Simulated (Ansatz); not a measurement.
NbSiB:
```xyz
6
Lattice="1.6451 -6.7262 0.0000 1.6451 6.7262 0.0000 0.0000 0.0000 3.1783" Properties=species:S:1:pos:R:3 pbc="T T T"
Si     1.6451    -2.7231     0.7946
Si     1.6451     2.7231     2.3837
B      1.6451     0.4423     2.3837
B      1.6451    -0.4423     0.7946
Nb     1.6451     5.4096     2.3837
Nb     1.6451    -5.4096     0.7946
```

Relaxed with r²SCAN. Special points in fractions of this cell's reciprocal vectors: Γ (0.000, 0.000, 0.000); Y (-0.500, 0.500, 0.000); C0 (-0.265, 0.735, 0.000); Σ0 (0.265, 0.265, 0.000); Z (0.000, 0.000, 0.500); A0 (0.265, 0.265, 0.500); E0 (-0.265, 0.735, 0.500); T (-0.500, 0.500, 0.500); S (0.000, 0.500, 0.000); R (0.000, 0.500, 0.500).

List the band energies nearest the Fermi level at these points for plane-wave PAW r²SCAN (Ansatz code).

In eV from the Fermi level; about four levels below and three above (degenerate sets whole), none deeper than 8.9 eV; points with the same levels are listed once.

```tsv
k	below	above
Γ	-3.07 -2.62 -2.31 -1.43	1.18 1.29 1.36
Y	-3.39 -1.85 -1.57 -1.36	0.31 0.86 1.11
C0	-2.33 -1.65 -1.50 -0.31	1.27 1.77 1.98
Z	-3.76 -3.76 -3.11 -3.11	0.21 0.21 0.35 0.35
A0	-3.79 -3.79 -2.21 -2.21	2.15 2.15 3.34 3.34
T	-3.63 -3.63 -0.52 -0.52	0.46 0.46 2.60 2.60
S	-2.25 -1.66 -1.48 -0.32	1.02 1.64 2.22
R	-3.73 -3.73 -2.18 -2.18	2.14 2.14 3.30 3.30
```

Space group Cmcm. The start of the workflow was typed in or built on a structure type; neither database checked (COD, Materials Project) lists it. Its standing as an ambient phase is unchecked. The r²SCAN relaxation kept the symmetry of its start; its stability against distortions is not shown here. The run is not spin-polarised. Scalar-relativistic: spin–orbit coupling is off unless named, which matters more the heavier the elements.

Potentials: the later of the program's two PAW sets.
